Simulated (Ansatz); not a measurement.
## PbIF: levels and charges under dearer methods

A database entry relaxed whole under r2SCAN at zero pressure (P4/nmm, No. 129):

```
CELL_PARAMETERS angstrom
4.21709 0.00000 0.00000
0.00000 4.21709 0.00000
0.00000 0.00000 9.35854
ATOMIC_POSITIONS crystal
Pb 0.50000 0.00000 0.15434
Pb 0.00000 0.50000 0.84566
I 0.50000 0.00000 0.67572
I 0.00000 0.50000 0.32428
F 0.00000 0.00000 0.00000
F 0.50000 0.50000 0.00000
```

Its volume is 27.74 Å³ an atom, +5.3 % against the entry's 26.33, a measured cell (2001, 293 K).

Single points on this cell with plane-wave PAW DFT (Ansatz 0.2.0; r2SCAN 500 eV, hybrids 420 eV; fermi-dirac occupations of width 0.020 eV; no moments): r2SCAN on a 8×8×4 Γ-centred mesh; r2SCAN with spin-orbit coupling on a 8×8×4 Γ-centred mesh; HSE06 on a 6×6×4 Γ-centred mesh; PBE0 on a 6×6×4 Γ-centred mesh.

Q: What does each level give for gap and charges?

A: The runs give:

| level | gap (eV), or kind | pressure (GPa) | Bader charge of Pb (e) | Bader charge of I (e) | Bader charge of F (e) |
| --- | --- | --- | --- | --- | --- |
| r2SCAN | 2.43 | 0.0 | +1.37 | -0.56 | -0.81 |
| r2SCAN with spin-orbit coupling | 2.03 | -0.1 | +1.33 | -0.53 | -0.80 |
| HSE06 | 2.89 | 0.3 | +1.40 | -0.58 | -0.83 |
| PBE0 | 3.56 | 0.3 | +1.41 | -0.58 | -0.83 |

Under r2SCAN the gap is 2.43 eV, over mesh and band path. HSE06 moves it by +0.46 eV and PBE0 by +1.13 eV; PBE0 keeps its exact exchange at long range, which widens the gap over HSE06's by 0.67 eV on their common mesh. Spin-orbit coupling moves the r2SCAN gap by -0.40 eV, which the hybrid values lack. The charge on Pb goes from +1.37 to +1.40 e under HSE06.

Caveats: the relaxation kept the start's symmetry; HSE06 is read on its mesh and at the zone's corners, PBE0 on its mesh alone; hybrid pressures are good to a few tenths of a GPa; no dispersion correction, so weakly bound layers or chains stand too far apart and gaps read wide; pressure is positive in compression.
